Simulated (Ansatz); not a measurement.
Input:

P:
```cif
data_P2
_chemical_formula_sum 'P2'
_space_group_name_H-M_alt 'P 1'
_space_group_IT_number 1
_cell_length_a 3.62852
_cell_length_b 3.62852
_cell_length_c 3.62852
_cell_angle_alpha 56.797
_cell_angle_beta 56.797
_cell_angle_gamma 56.797
loop_
_space_group_symop_operation_xyz
  'x, y, z'
loop_
_atom_site_label
_atom_site_type_symbol
_atom_site_fract_x
_atom_site_fract_y
_atom_site_fract_z
_atom_site_occupancy
P1 P 0.22938 0.22938 0.22938 1
P2 P 0.77062 0.77062 0.77062 1
```

This is the r²SCAN+D4-relaxed structure.

Problem. All from DFT-r²SCAN+D4 in the program Ansatz with PAW potentials, unless another level is named. Give the electronic character.

Solution. metallic (no gap).

Problem. What about the density of states at the Fermi level?

Solution. 0.11 states/eV per atom (mean over ±0.08 eV).

Space group R-3m (A7 (α-As type)). This is a known high-pressure phase of the composition, computed here at zero pressure and temperature. Symmetry was held in the r²SCAN+D4 relaxation; whether a distortion lowers the energy is not shown.

Potentials: the later of the program's two PAW sets.
